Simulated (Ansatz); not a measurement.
Relaxed-ion elastic tensor of Mg (hcp (Mg type), P6_3/mmc) in GPa (Voigt order), plane-wave PAW PBE (Ansatz code); density 1.76 g/cm³, 22.94 Å³ per atom.

```
60.7  25.2  21.3   0.0   0.0   0.0
25.2  60.7  21.3   0.0   0.0   0.0
21.3  21.3  68.6   0.0   0.0   0.0
 0.0   0.0   0.0  18.4   0.0   0.0
 0.0   0.0   0.0   0.0  18.4   0.0
 0.0   0.0   0.0   0.0   0.0  17.8
```

Question: Is the crystal mechanically stable?

Answer: Yes: the smallest eigenvalue of C is 17.8 GPa.

Question: Work out the Voigt, Reuss and Hill averages.

Answer: K_V = 36.2, K_R = 36.2, K_H = 36.2; G_V = 19.1, G_R = 18.9, G_H = 19.0 GPa.

Question: Give Young's modulus, Poisson's ratio, Pugh's ratio and the universal anisotropy index.

Answer: E = 9KG/(3K + G) = 48.5 GPa; ν = 0.28; K/G = 1.91 (ductile by the Pugh limit of 1.75); A_U = 5G_V/G_R + K_V/K_R − 6 = 0.05.

Question: Estimate the sound speeds and the Debye temperature.

Answer: v_l = √((K + 4G/3)/ρ) = 5910 m/s, v_t = √(G/ρ) = 3280 m/s, mean 3660 m/s; Θ = (h/k)(3n/4πV)^(1/3) v_m = 383 K.

Question: Solve the Christoffel equation for the three sound speeds along x, y, z.

Answer: Eigenvalues of C_ijkl n_j n_l equal ρv². In km/s, slowest first: x 3.18, 3.23, 5.88; y 3.18, 3.23, 5.88; z 3.23, 3.23, 6.25.

Question: How much does each axis shrink under pressure?

Answer: Linear compressibilities β_i = Σ_j S_ij (j = 1 to 3): x 9.5, y 9.5, z 8.7 per TPa.

The cell was relaxed with PBE under the symmetry of its start. As this level gives no gap, shear constants depend on the k-mesh and smearing (Fermi–Dirac, 0.1 eV here). On the denser mesh and wider smearing of the elastic run this cell carries a stress of 0.5 GPa.

Potentials: the later of the program's two PAW sets.
